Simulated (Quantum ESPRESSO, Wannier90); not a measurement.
Ba₂CuClO₂ (R-3m): Wannier90 run

```xyz
6
Lattice="-2.1652 3.7502 0.0000 -4.3303 0.0000 0.0000 -2.1652 1.2501 9.6085" Properties=species:S:1:pos:R:3 pbc="T T T"
Ba     2.1652    -1.2501    -2.2618
Ba    -2.1652     1.2501     2.2618
Cu    -4.3303     2.5001     4.8043
Cl     0.0000     0.0000     0.0000
O      2.1652    -1.2501     2.9877
O     -2.1652     1.2501    -2.9877
```

Structure: Materials Project mp-551456, symmetrised, not relaxed again. COD (Crystallography Open Database) has an entry of this formula and space group (matched by these alone). Level: PBEsol, no spin polarisation, no spin-orbit coupling; pw.x of Quantum ESPRESSO at 74 Ry with PseudoDojo potentials, 4×4×4 k-points, Wannier90. Density: 8×8×8 mesh, Gaussian smearing 0.01 Ry. A non-magnetic state is assumed, with no Hubbard U; filled 3d bands tend to lie too high at this level. Spin-orbit coupling is left out although heavy elements are present.

Bands 20-27 form an isolated set from -3.11 to -0.80 eV relative to the valence-band maximum (on the path) and are turned into 8 Wannier functions by minimising the spread from the start: SCDM (isolated).

Task: Where do the functions sit, how wide are they and what are they made of?

Result: 
```csv
functions,spread (Å²),"nearest atom, distance (Å)","second atom, distance (Å)",weight on atomic waves
2,0.56,Cu 0.00,O 1.82,Cu 3d 100 %
2,3.37,Cu 0.49,O 1.33,"O 2p 49 %, Cu 3d 28 %, Cu 4s 15 %"
4,3.08,O 0.27,Cu 1.56,"O 2p 66 %, Cu 3d 20 %, Cl 3p 4 %"
```

Ω_I = 19.62 Å², Ω_total = 20.19 Å²; the interpolated bands follow pw.x to 10.0 meV rms on the path. Only this start was tried; a symmetric start can stop on a saddle, and mixtures of these functions could lower the total by at most Ω_total − Ω_I.
